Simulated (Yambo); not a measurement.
BSE-type run in Yambo on Ba2MgWO6 (space group Fm-3m, No. 225), at zero momentum.

Quantum ESPRESSO step (LDA, PseudoDojo standard norm-conserving files, scalar-relativistic):
```
&CONTROL
  calculation = 'nscf'
  pseudo_dir = './pseudo'
  outdir = './out'
/
&SYSTEM
  ibrav = 0
  nat = 10
  ntyp = 4
  ecutwfc = 84.0
  ecutrho = 336.0
  occupations = 'fixed'
  force_symmorphic = .true.
  nbnd = 95
/
&ELECTRONS
  conv_thr = 1e-08
  diago_full_acc = .true.
  diago_thr_init = 1e-08
/
ATOMIC_SPECIES
O 15.9990 O.upf
Mg 24.3050 Mg.upf
Ba 137.3270 Ba.upf
W 183.8400 W.upf
CELL_PARAMETERS angstrom
  0.000000000000   4.118180000000   4.118180000000
  4.118180000000   0.000000000000   4.118180000000
  4.118180000000   4.118180000000   0.000000000000
ATOMIC_POSITIONS crystal
O   0.761320000000   0.761320000000   0.238680000000
O   0.238680000000   0.238680000000   0.761320000000
O   0.238680000000   0.761320000000   0.761320000000
O   0.761320000000   0.238680000000   0.238680000000
O   0.761320000000   0.238680000000   0.761320000000
O   0.238680000000   0.761320000000   0.238680000000
Mg   0.500000000000   0.500000000000   0.500000000000
Ba   0.750000000000   0.750000000000   0.750000000000
Ba   0.250000000000   0.250000000000   0.250000000000
W   0.000000000000   0.000000000000   0.000000000000
K_POINTS automatic
4 4 4 0 0 0
```

Yambo input:
```
rim_cut
optics
bse
bss
dipoles
em1s
RandQpts= 1000000
RandGvec= 1 Ry
FFTGvecs= 40 Ry
Chimod= "HARTREE"
BSKmod= "SEX"
BSEmod= "resonant"
BSSmod= "hs"
BSENGexx= 15 Ry
BSENGBlk= 5 Ry
% KfnQP_E
 1.817 | 1.0 | 1.0 |
%
% BSEQptR
 1 | 1 |
%
% BSEBands
 26 | 49 |
%
% BEnRange
 0.0 | 9.6 | eV
%
% BDmRange
 0.15 | 0.15 | eV
%
BEnSteps= 192
% BLongDir
 1.0 | 0.0 | 0.0 |
%
BSHayTrs= -0.02
BSSNEig= 24
WRbsWF
% BndsRnXs
 3 | 89 |
%
NGsBlkXs= 5 Ry
% LongDrXs
 1.0 | 1.0 | 1.0 |
%
```

From the report:

The dimension is k points × valence × conduction bands = 64 × 15 × 9 = 8640.
```
   [SLEPC] Approach                          : Krylov-Schur
   [SLEPC] Number of requested eigenvalues   :  24
   [SLEPC] Number of eigenvalues        [NEV]:  24
    [K] Dimension                                    :   8640
    [K] Bands                                        :   26   49
    [K] Exchange res                                 : yes
    [K] Correlation res                              : yes
    [K] W interaction is bare                        : no
    [K] RL vectors exchange                          :   965
    [K] RL vectors correlation                       :  181
    [W] Matrix size                                  :  181
    [W] Bands                                        :    3   89
    [W] Coulomb Cutoff                               : none
    [W] Hxc Kernel                                   : HARTREE
```
Lowest eigenvalues (eV; in brackets the number of states within 2 meV): 3.62 (1), 3.77 (3), 3.84 (3), 4.04 (3), 4.12 (2), 4.16 (2). They depend on the mesh, which isn't converged, and on the G0W0 scissor.

Spin-orbit coupling is not included.

Geometry of the Materials Project entry, not relaxed at this level.
